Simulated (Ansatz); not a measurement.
HfC:
```xyz
2
Lattice="3.2265 0.0000 0.0000 -1.6132 2.7942 0.0000 0.0000 0.0000 2.9014" Properties=species:S:1:pos:R:3 pbc="T T T"
Hf     0.0000     0.0000     0.0000
C      0.0000     1.8628     1.4507
```

Relaxed with r²SCAN. Special points in fractions of this cell's reciprocal vectors: Γ (0.000, 0.000, 0.000); M (0.500, 0.000, 0.000); K (0.333, 0.333, 0.000); A (0.000, 0.000, 0.500); L (0.500, 0.000, 0.500); H (0.333, 0.333, 0.500).

Problem. List the band energies nearest the Fermi level at these points for r²SCAN with spin–orbit coupling in the plane-wave PAW code Ansatz.

Solution. In eV from the Fermi level; about four levels below and three above (degenerate sets whole), none deeper than 8.9 eV; points with the same levels are listed once.

```
k                    below                above
-  -----------------------  -------------------
Γ  -1.62 -1.62 -1.04 -1.04  1.76 1.76 5.52 5.52
M  -0.70 -0.70 -0.51 -0.51  0.25 0.25 5.73 5.73
K  -3.15 -2.58 -0.50 -0.43       2.74 3.04 3.30
A  -0.53 -0.53 -0.45 -0.45  2.10 2.10 2.53 2.53
L  -2.50 -2.50 -2.45 -2.45  1.99 1.99 6.72 6.72
H  -3.78 -3.39 -0.26 -0.15       1.93 1.97 6.51
```

Space group P-6m2. The start of the workflow was typed in or built on a structure type; neither database checked (COD, Materials Project) lists it. It is not the phase usual at ambient conditions (space group No. 225). The r²SCAN relaxation kept the symmetry of its start; its stability against distortions is not shown here. No spin polarisation was allowed.

Potentials: the later of the program's two PAW sets.
